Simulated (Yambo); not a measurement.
Zn$_{2}$SeS (space group P-4m2, No. 115), G0W0@PBEsol in Yambo with this input:

```
rim_cut
gw0
dyson
el_el_corr
HF_and_locXC
ppa
em1d
RandQpts= 1000000
RandGvec= 1 Ry
EXXRLvcs= 86 Ry
VXCRLvcs= 344 Ry
Chimod= "HARTREE"
% BndsRnXp
 27 | 276 |
%
NGsBlkXp= 7 Ry
% LongDrXp
 1.0 | 1.0 | 1.0 |
%
PPAPntXp= 27.2114 eV
% GbndRnge
 1 | 276 |
%
GTermKind= "BG"
DysSolver= "n"
ExtendOut
```

On a 4×4×2 mesh, with wavefunctions cut at 86 Ry, the gap (Γ → Γ) is 2.907 eV and the valence edge shifts by -1.048 eV.

Question: What happens with this change: 3 Ry block?

Answer: The gap falls by 0.076 eV, to 2.831 eV; the shift of the valence edge becomes -0.922 eV. Neither run is shown to be the converged limit.

The standard potential for Se keeps a d shell in the valence without the s and p states of that shell. In tests on such compounds this moved G0W0 gaps by up to about 0.9 eV, so absolute quasiparticle energies here are unreliable; differences between settings are what counts.

Spin-orbit coupling is included.

Geometry relaxed with PBEsol; primitive cell a = 3.8857 Å, b = 3.8857 Å, c = 5.4890 Å, α = 90.00°, β = 90.00°, γ = 90.00°.

The structure is a Materials Project entry; no match was found in the copy of COD used, and its stability was not checked.

A shift is the quasiparticle energy of the state minus its PBEsol energy.
